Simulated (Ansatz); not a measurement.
Method: Ansatz 0.2.0, DFT PBE, scalar-relativistic, plane waves, PAW. Settings: cutoff 420 eV, Γ-centred meshes spaced at most about 0.3 Å⁻¹, and about 0.25 Å⁻¹ or finer for metals (2π included), Gaussian smearing. No spin polarisation in the final relaxations.

These are static total energies at zero pressure. All come from trial cells, and lower structures may exist.

Problem. Which of these relaxed structures of CsTi2 is the lowest in energy?
A.

```cif
data_structure
_symmetry_space_group_name_H-M 'P-3m1'
_symmetry_Int_Tables_number 164
_cell_length_a 3.2655
_cell_length_b 3.2655
_cell_length_c 8.8030
_cell_angle_alpha 90.000
_cell_angle_beta 90.000
_cell_angle_gamma 120.000
_cell_volume 81.29
loop_
_atom_site_label
_atom_site_type_symbol
_atom_site_symmetry_multiplicity
_atom_site_Wyckoff_symbol
_atom_site_fract_x
_atom_site_fract_y
_atom_site_fract_z
_atom_site_occupancy
Cs1 Cs 1 a 0.00000 0.00000 0.00000 1
Ti1 Ti 2 d 0.66667 0.33333 0.61283 1
```

B.

```cif
data_structure
_symmetry_space_group_name_H-M 'R-3m:H'
_symmetry_Int_Tables_number 166
_cell_length_a 3.2231
_cell_length_b 3.2231
_cell_length_c 25.9406
_cell_angle_alpha 90.000
_cell_angle_beta 90.000
_cell_angle_gamma 120.000
_cell_volume 233.37
loop_
_atom_site_label
_atom_site_type_symbol
_atom_site_symmetry_multiplicity
_atom_site_Wyckoff_symbol
_atom_site_fract_x
_atom_site_fract_y
_atom_site_fract_z
_atom_site_occupancy
Cs1 Cs 3 a 0.00000 0.00000 0.00000 1
Ti1 Ti 6 c 0.00000 0.00000 0.87232 1
```

Solution. B. It has space group R-3m (No. 166); the next, A, with Cs and Ti ordered on fcc sites, space group P-3m1 (No. 164), lies 82 meV/atom higher. Counting all near atoms (those within 1.25 times the shortest distance at each site; a plus sign parts nearer from farther groups), the lowest has Cs 8, Ti 3+7 and the next has Cs 6+6, Ti 3+6. Even the lowest lies +0.87 eV/atom against the elements.

Cells relaxed within their symmetry can be saddle points. The R-3m cell of CsTi2 came from shaking the P-3m1 one. Some candidate types were left out of the draw beforehand, so a known form may be missing.
